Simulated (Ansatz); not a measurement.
The cell below belongs to a search over invented structures; it isn't taken from experiment.

Input and command of a plane-wave DFT calculation in Ansatz:

```yaml
crystal:
  lattice:
    - [4.1514445306, 0.0, 0.0]
    - [-2.0757222653, 3.5952564259, 0.0]
    - [0.0, 0.0, 4.9937255128]
  atoms:
    - { symbol: Pr, position: [0.0, 0.0, 0.0] }
    - { symbol: Os, position: [0.3333333333, 0.6666666667, 0.5] }
    - { symbol: Os, position: [0.6666666667, 0.3333333333, 0.5] }
    - { symbol: C, position: [0.0, 0.0, 0.5] }
basis:
  ecutwfc: 660
kpoints:
  mp_grid: { grid: [12, 12, 10] }
hamiltonian:
  xc: pbe
  pseudopotentials:
    kind: paw
    azcp: { Pr: "pseudopotentials/pbe/nc/lanthanide_3plus/Pr.nc.azcp" }
scf:
  occupations: { method: gaussian, width: 0.1 }
output:
  forces: true
  stress: true
  eigenvalues: true
  write_density: true
  write_potential: true
  elf: true
  volumetric_format: npy
relax:
  adjacent_minimum: "off"
  f_tol: 0.01
  max_steps: 80
  cell: { stress_tol: 0.05 }
```

```bash
ansatz run input.yaml --threads 1 --pin off --max-ram 2560MiB --backend cpu --events-out ev --progress --plain --runs-dir out
```

Processor: Arm Neoverse N1, 1 thread, on a host shared with other jobs.

Q: Estimate time, memory and problem size.

A: About 3.7 min, peak memory 0.61 GiB. It solves 29 bands at 114 k points (after reduction by symmetry) with about 2895 plane waves (on the last cell), in 29 SCF iterations over 4 ionic steps.

With its 4f electrons in the core of a norm-conserving potential, the lanthanide is trivalent by construction, without f bands, f moments or other valences.
